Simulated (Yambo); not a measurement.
```
Rb2PtH6
1.0
    0.00000     4.26079     4.26079
    4.26079     0.00000     4.26079
    4.26079     4.26079     0.00000
H Rb Pt
6 2 1
Direct
  0.80731   0.80731   0.19269
  0.19269   0.19269   0.80731
  0.19269   0.80731   0.80731
  0.80731   0.19269   0.19269
  0.80731   0.19269   0.80731
  0.19269   0.80731   0.19269
  0.75000   0.75000   0.75000
  0.25000   0.25000   0.25000
  0.00000   0.00000   0.00000
```

Response from Yambo on LDA (pw.x of Quantum ESPRESSO, ONCV potentials, without SOC) bands: 4×4×4 mesh, 110 bands, 3 Ry local-field block, 0.2 eV broadening.

Problem. Give the static electronic dielectric constant without and with local fields.

Solution. 
| field along | ε(0), independent particles | ε(0), RPA with local fields | refractive index √ε |
|---|---|---|---|
| x | 3.43 | 2.65 | 1.63 |
Electronic (clamped-ion) response only. Spin-orbit coupling, left out here, changes gap and response of such heavy elements. Convergence of the RPA response with its 4×4×4 mesh was not tested.

Geometry of the Materials Project entry, not relaxed at this level.

The structure is a Materials Project entry; no match was found in the copy of COD used, and its stability was not checked.
